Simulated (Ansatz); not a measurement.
Re$_{3}$W in space group I4/mmm (No. 139; Re on 4d, Re on 2b, W on 2a) at seven volumes, PBEsol in the plane-wave PAW code Ansatz, shape and atoms relaxed at each. One row is withheld.

```tsv
V (Å³/atom)	P (GPa)
13.570	42.27
14.017	25.91
14.464	11.93
14.912	0.01
15.359	-10.15
15.806	-18.80
16.254	?
```

Problem. Fit the shown pressures and predict the withheld one.

Solution. Third-order Birch–Murnaghan: P = (3/2)B₀(x^(7/2) − x^(5/2))[1 + (3/4)(B′ − 4)(x − 1)] with x = (V₀/V)^(2/3). Least squares on the six rows gives V₀ = 14.913 Å³/atom, B₀ = 366.1 GPa, B′ = 4.28. At V = 16.254, x = 0.9442 and P = -26.23 GPa. The run itself gave -26.15 GPa.

The first step of the workflow began from a Materials Project structure, measured or hypothetical; the Crystallography Open Database copy checked does not list it. Whether it is the stable phase at ambient conditions was not checked. The PBEsol relaxation kept the symmetry of its start; its stability against distortions is not shown here. The run is not spin-polarised. Spin–orbit coupling is left out wherever it is not named.

Potentials: the later of the program's two PAW sets.
